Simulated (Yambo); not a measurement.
Bethe-Salpeter results for CaO$_{2}$H$_{2}$

```
CELL_PARAMETERS angstrom
      3.58116     0.00000     0.00000
     -1.79058     3.10138     0.00000
      0.00000     0.00000     4.76248
ATOMIC_POSITIONS crystal
  H  0.66667 0.33333 0.55656
  H  0.33333 0.66667 0.44344
  O  0.66667 0.33333 0.75959
  O  0.33333 0.66667 0.24041
  Ca 0.00000 0.00000 0.00000
```

Cell and atoms were relaxed with PBE+D3(BJ) from Materials Project entry mp-23879, within its symmetry.

BSE in Yambo on PBEsol (Quantum ESPRESSO, PseudoDojo norm-conserving, 84 Ry, scalar-relativistic) bands: 9×9×6 mesh, 5 valence and 5 conduction bands, static screening with 30 bands and a 3 Ry block, scissor 2.46 eV, Tamm-Dancoff; field along x.

```tsv
state	energy (eV)	states within 2 meV	relative strength	class	main transitions
1	5.90	2	1.00	strong	several band pairs
2	6.33	2	0.29	strong	several band pairs
3	6.41	2	< 0.01	dark	several band pairs
4	6.54	1	< 0.01	dark	VB → CB (99 %)
5	6.61	2	< 0.01	dark	VB → CB (88 %)
6	6.63	2	0.01	weak	VB → CB (63 %)
7	6.66	2	< 0.01	dark	several band pairs
8	6.69	1	< 0.01	dark	VB → CB (100 %)
9	6.77	2	0.16	strong	VB → CB (77 %)
10	6.81	1	< 0.01	dark	VB−1 → CB (99 %)
```

These are vertical excitations (zero momentum). The direct quasiparticle gap on this mesh is 6.65 eV; counted from there, state 1 is bound by 0.75 eV. On a 6×6×4 mesh the same difference is 0.85 eV, so it isn't converged.

States at or above the direct gap are the continuum as this mesh samples it, not bound excitons.

Spin singlets only. Strengths are relative to the strongest of the lowest states of this run; strong means a line over 3 % of the spectrum's maximum, dark under 0.03 %. Absolute energies carry the error of the G0W0 scissor, whose convergence isn't established; the long-wavelength screening was taken along (1,1,1) although the crystal is anisotropic.
